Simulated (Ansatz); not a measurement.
HgF in space group I4/mmm (No. 139; Hg on 4e, F on 4e), plane-wave PAW r²SCAN+D4 (Ansatz code). The conduction-band minimum lies at M, with 1 equivalent valley. Second derivatives d²E/dk² of the lowest band at one valley (eV·Å²), along Cartesian directions:

```csv
direction,d²E/dk²
[100],7.852
[010],7.852
[001],41.88
[110],7.853
[101],24.88
[011],24.88
```

**Question.** Find the principal effective masses, the density-of-states mass and the conductivity mass.

**Answer.** Off-diagonal terms follow from H_xy = H[110] − (H_xx + H_yy)/2, and m*/mₑ = 7.620 eV·Å² over each eigenvalue: 0.18, 0.97, 0.97. One valley's DOS mass (m₁m₂m₃)^(1/3) = 0.56, conductivity mass 3/(Σ 1/mᵢ) = 0.40 mₑ.

**Question.** What effective density of states Nc follows at 300 K for parabolic valleys?

**Answer.** Nc = 2.509e19 × 1 × (0.56)^(3/2) ≈ 1.1e19 cm⁻³.

The first step of the workflow began from a Materials Project structure, measured or hypothetical; the Crystallography Open Database files this formula in space group No. 139, but the cells were not matched. Its standing as an ambient phase is unchecked. The cell was relaxed with r²SCAN+D4 under the symmetry of its start; its stability against distortions is not shown here. Scalar-relativistic: spin–orbit coupling is off unless named, which matters more the heavier the elements.

Potentials: the later of the program's two PAW sets.

Edges and masses are those of Kohn–Sham bands, whose gap is no quasiparticle gap.
